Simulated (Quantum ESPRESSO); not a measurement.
Kohn-Sham bands of MgO (P6₃/mmc)

```xyz
4
Lattice="3.4864 0.0000 0.0000 -1.7432 3.0193 0.0000 0.0000 0.0000 4.1780" Properties=species:S:1:pos:R:3 pbc="T T T"
Mg    -1.7432     1.0064    -1.0445
Mg     1.7432    -1.0064     1.0445
O     -1.7432     1.0064     1.0445
O      1.7432    -1.0064    -1.0445
```

Structure: Materials Project mp-1065577, symmetrised, not relaxed again. Not found in the COD (Crystallography Open Database) copy used, which has the formula in other groups; not checked further. Method: PBEsol plane waves in Quantum ESPRESSO 7.5 (PseudoDojo norm-conserving files, 68 Ry, no spin polarisation, no spin-orbit coupling), Bloch states on a 6×6×6 mesh through Γ, Wannier90 4.0.1. Density: 12×12×8 mesh, cold smearing 0.01 Ry.

**Question.** List the Kohn-Sham levels between −8 and 6.3 eV relative to the valence-band maximum at the high-symmetry points, as a band run of pw.x on that density gives them (levels within 2 meV counted together).

**Answer.** 
```json
[
 {"point": "Γ", "k (reciprocal lattice)": "0.000 0.000 0.000", "levels (eV)": "-3.65, -1.73 (×2), -0.80 (×2), 0.00, 3.34"},
 {"point": "M", "k (reciprocal lattice)": "0.500 0.000 0.000", "levels (eV)": "-3.59, -2.38, -2.35, -1.97, -1.30, -0.52"},
 {"point": "K", "k (reciprocal lattice)": "0.333 0.333 0.000", "levels (eV)": "-3.66, -2.19 (×2), -1.82 (×2), -0.89"},
 {"point": "A", "k (reciprocal lattice)": "0.000 0.000 0.500", "levels (eV)": "-2.44 (×2), -1.29 (×4)"},
 {"point": "L", "k (reciprocal lattice)": "0.500 0.000 0.500", "levels (eV)": "-3.91 (×2), -1.54 (×2), -0.82 (×2)"},
 {"point": "H", "k (reciprocal lattice)": "0.333 0.333 0.500", "levels (eV)": "-3.63 (×2), -2.50 (×2), -0.37 (×2)"}
]
```
